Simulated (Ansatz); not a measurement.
A relaxed cell of VAgC₄N₄ is given with its symmetry left out. The cell was found from a structure generator's guess, not taken from experiment.

Computed with DFT PBE, scalar-relativistic, plane waves, PAW (Ansatz 0.2.0). Cutoff 420 eV, Γ-centred mesh, Gaussian smearing, collinear spin.

```yaml
crystal:
  lattice:
    - [6.25702, 0.00000, 0.00000]
    - [0.00000, 6.25702, 0.00000]
    - [0.00000, 0.00000, 6.25702]
  atoms:
    - { symbol: V, position: [0.00000, 0.00000, 0.00000] }
    - { symbol: Ag, position: [0.50000, 0.50000, 0.50000] }
    - { symbol: C, position: [0.18652, 0.18652, 0.18652] }
    - { symbol: C, position: [0.18652, 0.81348, 0.81348] }
    - { symbol: C, position: [0.81348, 0.18652, 0.81348] }
    - { symbol: C, position: [0.81348, 0.81348, 0.18652] }
    - { symbol: N, position: [0.29444, 0.29444, 0.29444] }
    - { symbol: N, position: [0.29444, 0.70556, 0.70556] }
    - { symbol: N, position: [0.70556, 0.29444, 0.70556] }
    - { symbol: N, position: [0.70556, 0.70556, 0.29444] }
```

The zero of energy is the elements' standard structures at the same level (N₂ as a molecule); no fitted shifts are applied.

(1) Find its symmetry and describe it.

(2) What is its formation energy per atom?

(3) Is it a metal?

(4) Which magnetic moments does it keep?

(5) From what recipe could a structure generator have reached it?

Answers

(1) P-43m (No. 215). Conventional cell: a = 6.257 Å. Around V lie 4 C at 2.02 Å; around Ag lie 4 N at 2.23 Å; C has 1 N at 1.17 Å and 1 V at 2.02 Å; around N lie 1 C at 1.17 Å and 1 Ag at 2.23 Å.

(2) +0.515 eV/atom. A positive value: parting into the elements would lower its energy.

(3) No, the gap on the 6×6×6 mesh is 1.36 eV.

(4) 0.20 μB per atom net, the space between the atoms included; by site: V 1.4 μB.

(5) One such recipe: two interpenetrating cyanide-bridged diamond nets (P-43m, No. 215). Other recipes can lead to the same cell.

The last run used collinear spin, a 6×6×6 mesh for its 10-atom cell and Gaussian smearing of 0.02 eV. Kohn–Sham gaps at this level usually fall short of measured ones. The reference form of C is held partly by dispersion forces, which this level lacks. Another magnetic order may lie lower. A structure relaxed within its symmetry needn't be a true minimum.
